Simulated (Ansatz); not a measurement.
SrVHO$_{2}$:
```
CELL_PARAMETERS angstrom
      3.94455     0.00000     0.00000
      0.00000     3.94455     0.00000
      0.00000     0.00000     3.64868
ATOMIC_POSITIONS crystal
  Sr 0.50000 0.50000 0.50000
  V  0.00000 0.00000 0.00000
  O  0.50000 0.00000 0.00000
  O  0.00000 0.50000 0.00000
  H  0.00000 0.00000 0.50000
```
The run is spin-polarised; directions of the spins, atom by atom: 0 ↑ 0 0 0.

Relaxed with r²SCAN. Special points in fractions of this cell's reciprocal vectors: Γ (0.000, 0.000, 0.000); X (0.000, 0.500, 0.000); M (0.500, 0.500, 0.000); Z (0.000, 0.000, 0.500); R (0.000, 0.500, 0.500); A (0.500, 0.500, 0.500).

Task: List the band energies nearest the Fermi level at these points for the program Ansatz at the r²SCAN level (PAW).

Result: In eV from the Fermi level; about four levels below and three above (degenerate sets whole), none deeper than 8.9 eV; points with the same levels are listed once.

| k | below | above |
|---|---|---|
| Γ ↑ | -3.15 -3.15 -1.51 -1.51 -1.02 | 1.49 2.91 3.57 |
| X ↑ | -4.77 -4.71 -4.60 -1.43 | 0.17 0.73 2.37 |
| M ↑ | -5.72 -5.39 -5.39 -2.74 | 0.14 0.14 1.08 |
| Z ↑ | -2.22 -1.88 -1.88 -0.85 | 0.58 1.51 6.17 |
| R ↑ | -3.95 -2.78 -2.17 -0.07 | 0.56 0.72 2.83 |
| A ↑ | -5.32 -5.32 -5.10 -2.59 | 0.03 0.03 0.80 |
| Γ ↓ | -4.07 -3.52 -3.19 -3.19 | 0.70 1.76 1.76 |
| X ↓ | -4.65 -4.56 -4.39 -4.27 | 1.99 2.40 2.48 |
| M ↓ | -5.58 -4.81 -4.81 -2.79 | 2.85 3.35 3.35 |
| Z ↓ | -4.63 -3.35 -3.35 -2.09 | 0.98 1.19 1.19 |
| R ↓ | -5.28 -4.42 -3.98 -2.63 | 0.48 1.30 2.43 |
| A ↓ | -4.90 -4.70 -4.70 -2.63 | 1.58 2.98 2.98 |

Space group P4/mmm. The start of the workflow was typed in or built on a structure type; neither database checked (COD, Materials Project) lists it. Its standing as an ambient phase is unchecked. The cell was relaxed with r²SCAN under the symmetry of its start; whether a distortion lowers the energy is not shown. The final state is ferromagnetic, the only order run, not a proven ground state. The cell computed holds one magnetic atom, so no antiferromagnetic order was within reach. Other orbital occupations within this spin state were not tried. No Hubbard U is applied. The compound may be a true metal, but semilocal functionals without U, or a wrong spin order, can also close a gap. Scalar-relativistic: spin–orbit coupling is off unless named, which matters more the heavier the elements.

Potentials: the later of the program's two PAW sets.
